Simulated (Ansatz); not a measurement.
Phonons of a relaxed structure of MgO by density-functional perturbation theory (low response-accuracy setting, no LO–TO term) at Γ and zone-boundary points with q components 0 or ½ of the primitive reciprocal vectors. Level of theory: PBE (plane waves to 420 eV, PAW, scalar-relativistic; Ansatz, a quantum-chemistry and plane-wave program). Γ-centred k-mesh 10×10×10, Fermi–Dirac smearing 0.05 eV.

```yaml
crystal:
  lattice:
    - [0.00000, 2.12722, 2.12722]
    - [2.12722, 0.00000, 2.12722]
    - [2.12722, 2.12722, 0.00000]
  atoms:
    - { symbol: O, position: [0.00000, 0.00000, 0.00000] }
    - { symbol: Mg, position: [0.50000, 0.50000, 0.50000] }
```

Space group Fm-3m (No. 225), rock salt type.

| q | wavenumbers (cm⁻¹; i marks imaginary) |
|---|---|
| Γ | 0 (×3), 365 (×3) |
| L (½, 0, 0) | 258 (×2), 338 (×2), 527, 548 |
| X (½, ½, 0) | 279 (×2), 400, 418 (×2), 526 |

Question: What do these wavenumbers say about the structure?

Answer: No instability shows at these points (nothing beyond 15i cm⁻¹, the threshold used here). Other wavevectors were not sampled, so this does not prove stability.

No spin polarisation in the result.
